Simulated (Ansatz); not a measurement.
## Cs2MoF6: relaxation (Ansatz)

The input file (Ansatz 0.2.0, plane waves):

```yaml
crystal:
  lattice:
    - [0.0, 4.504549, 4.504549]
    - [4.504549, 0.0, 4.504549]
    - [4.504549, 4.504549, 0.0]
  atoms:
    - { symbol: F, position: [0.808, 0.192, 0.192] }
    - { symbol: F, position: [0.192, 0.808, 0.192] }
    - { symbol: F, position: [0.192, 0.808, 0.808] }
    - { symbol: F, position: [0.808, 0.192, 0.808] }
    - { symbol: F, position: [0.192, 0.192, 0.808] }
    - { symbol: F, position: [0.808, 0.808, 0.192] }
    - { symbol: Mo, position: [0.0, 0.0, 0.0] }
    - { symbol: Cs, position: [0.25, 0.25, 0.25] }
    - { symbol: Cs, position: [0.75, 0.75, 0.75] }
  symmetry: { tolerance: 0.0003 }
kpoints:
  mp_grid: { grid: [7, 7, 7], shift: [0, 0, 0] }
magnetization:
  spin_polarized: false
scf:
  occupations: { method: fermi_dirac }
  lower_state_search: "off"
hamiltonian:
  pseudopotentials: { kind: paw }
  xc: r2scan
basis:
  ecutwfc: 500
  fft_grid_basis: typed
relax:
  max_steps: 80
  cell: { p_target: 0.0 }
  f_tol: 0.03
output:
  forces: true
  stress: true
  eigenvalues: true
  bader: true
  populations: true
  elf: true
  write_potential: true
  volumetric_format: npy
  dos:
    e_range: [-12, 8]
    de: 0.05
    projected: { site_lists: { Cs: [Cs], F: [F], Mo: [Mo] } }
checkpoint:
  read: saved_state
```

Run with:

```bash
ansatz run input.yaml --threads 2 --pin off --max-ram 2560MiB --backend cpu --events-out ev --progress --plain --runs-dir out
```

Origin of the cell: a known structure type with other elements, at an estimated volume, so it need not be a known compound.

The smearing width isn't typed, so it takes its default of 0.1 eV.

The saved state is a converged single point of the same cell.

Steps («new basis» is an SCF on plane waves selected anew at the same cell):

| step | ΔF (meV/atom) | max force component (eV/Å) | P (GPa) | volume (Å³) | SCF iterations | step was |
| --- | --- | --- | --- | --- | --- | --- |
| 1 | 0.0 | 9.905 | 29.78 | 182.80 | 7 | accepted |
| 2 | -590.7 | 1.840 | 6.41 | 182.34 | 8 | accepted |
| 3 | -623.1 | 0.613 | 1.55 | 192.66 | 7 | accepted |
| 4 | -628.3 | 0.094 | 0.17 | 189.90 | 7 | accepted |
| 5 | -628.6 | 0.002 | -0.01 | 188.66 | 6 | accepted |
| 6 | -628.8 | 0.002 | -0.05 | 188.66 | 7 | new basis |

Step 1, with forces in eV/Å:

```xyz
9
Lattice="0.000 4.505 4.505 4.505 0.000 4.505 4.505 4.505 0.000" Properties=species:S:1:pos:R:3:forces:R:3 pbc="T T T" step=1
F     1.730    4.505    4.505    9.905    0.000    0.000
F     4.505    1.730    4.505    0.000    9.905    0.000
F     7.279    4.505    4.505   -9.905    0.000    0.000
F     4.505    7.279    4.505    0.000   -9.905    0.000
F     4.505    4.505    1.730    0.000    0.000    9.905
F     4.505    4.505    7.279    0.000    0.000   -9.905
Mo    0.000    0.000    0.000    0.000    0.000    0.000
Cs    2.252    2.252    2.252    0.000    0.000    0.000
Cs    6.757    6.757    6.757    0.000    0.000    0.000
```

Step 2, with forces in eV/Å:

```xyz
9
Lattice="0.000 4.501 4.501 4.501 0.000 4.501 4.501 4.501 0.000" Properties=species:S:1:pos:R:3:forces:R:3 pbc="T T T" step=2
F     1.893    4.501    4.501    1.840    0.000    0.000
F     4.501    1.893    4.501    0.000    1.840    0.000
F     7.108    4.501    4.501   -1.840    0.000    0.000
F     4.501    7.108    4.501    0.000   -1.840    0.000
F     4.501    4.501    1.893    0.000    0.000    1.840
F     4.501    4.501    7.108    0.000    0.000   -1.840
Mo    0.000    0.000    0.000    0.000    0.000    0.000
Cs    2.250    2.250    2.250    0.000    0.000    0.000
Cs    6.751    6.751    6.751    0.000    0.000    0.000
```

Step 3, with forces in eV/Å:

```xyz
9
Lattice="0.000 4.584 4.584 4.584 0.000 4.584 4.584 4.584 0.000" Properties=species:S:1:pos:R:3:forces:R:3 pbc="T T T" step=3
F     1.935    4.584    4.584    0.613    0.000    0.000
F     4.584    1.935    4.584    0.000    0.613    0.000
F     7.233    4.584    4.584   -0.613    0.000    0.000
F     4.584    7.233    4.584    0.000   -0.613    0.000
F     4.584    4.584    1.935    0.000    0.000    0.613
F     4.584    4.584    7.233    0.000    0.000   -0.613
Mo    0.000    0.000    0.000    0.000    0.000    0.000
Cs    2.292    2.292    2.292    0.000    0.000    0.000
Cs    6.876    6.876    6.876    0.000    0.000    0.000
```

Step 4, with forces in eV/Å:

```xyz
9
Lattice="0.000 4.562 4.562 4.562 0.000 4.562 4.562 4.562 0.000" Properties=species:S:1:pos:R:3:forces:R:3 pbc="T T T" step=4
F     1.955    4.562    4.562    0.094    0.000    0.000
F     4.562    1.955    4.562    0.000    0.094    0.000
F     7.169    4.562    4.562   -0.094    0.000    0.000
F     4.562    7.169    4.562    0.000   -0.094    0.000
F     4.562    4.562    1.955    0.000    0.000    0.094
F     4.562    4.562    7.169    0.000    0.000   -0.094
Mo    0.000    0.000    0.000    0.000    0.000    0.000
Cs    2.281    2.281    2.281    0.000    0.000    0.000
Cs    6.843    6.843    6.843    0.000    0.000    0.000
```

Step 6, with forces in eV/Å:

```xyz
9
Lattice="0.000 4.552 4.552 4.552 0.000 4.552 4.552 4.552 0.000" Properties=species:S:1:pos:R:3:forces:R:3 pbc="T T T" step=6
F     1.958    4.552    4.552    0.002    0.000    0.000
F     4.552    1.958    4.552    0.000    0.002    0.000
F     7.146    4.552    4.552   -0.002    0.000    0.000
F     4.552    7.146    4.552    0.000   -0.002    0.000
F     4.552    4.552    1.958    0.000    0.000    0.002
F     4.552    4.552    7.146    0.000    0.000   -0.002
Mo    0.000    0.000    0.000    0.000    0.000    0.000
Cs    2.276    2.276    2.276    0.000    0.000    0.000
Cs    6.828    6.828    6.828    0.000    0.000    0.000
```

* Free energy lowered by: 628.8 meV/atom
* Volume change: 3.20 %
* Final pressure: -0.05 GPa
* Relaxation steps listed: 6
* Formation energy (elements under the same functional, gases as molecules, uncorrected): -2.845 eV/atom

Caveats: no moments, though an odd count or open d shells may carry them; the given cell is far from equilibrium, with atoms too close or a volume far off; the relaxation held the start's symmetry, so the end may be a saddle point.

Time: 100 s on 2 threads of Arm Neoverse V2, on a shared host, peak memory 1 GiB, from a saved density.
